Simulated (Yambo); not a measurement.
Yambo run on YSF (space group P6_3/mmc, No. 194). The wavefunctions are norm-conserving PBEsol (Quantum ESPRESSO, 84 Ry, no spin-orbit coupling) ones on a 3×3×1 mesh (48 occupied bands); a = b = 4.032 Å, c = 16.720 Å, α = β = 90.00°, γ = 120.00°.

Yambo input:

```
rim_cut
gw0
dyson
el_el_corr
HF_and_locXC
cohsex
em1s
RandQpts= 1000000
RandGvec= 1 Ry
EXXRLvcs= 84 Ry
VXCRLvcs= 336 Ry
Chimod= "HARTREE"
% BndsRnXs
 5 | 346 |
%
NGsBlkXs= 7 Ry
% LongDrXs
 1.0 | 1.0 | 1.0 |
%
ExtendOut
% QPkrange
 1 | 1 | 48 | 48 |
 2 | 2 | 48 | 49 |
%
```

k points by index: 1 = Γ, 2 = (0, 0.333, 0).

Resulting energies as the program prints them:

```
#    K-point    Band    Eo [eV]    E [eV]    E-Eo [eV]    Vxc [eV]    Vnlxc [eV]    Sc|Eo [eV]    Re(Z)    Im(Z)
#
    1    48    0.000000    -3.107246    -3.107246    -13.03899    -16.11062    -0.035618    1.000000    0.000000
    2    48    -0.571883    -3.661004    -3.089121    -12.95817    -16.07782    0.030530    1.000000    0.000000
    2    49    2.650429    2.307708    -0.342721    -11.19088    -6.228440    -5.305162    1.000000    0.000000
```
(The two width columns are left out.) Convergence of these settings isn't established.

Geometry of the Materials Project entry, not relaxed at this level.
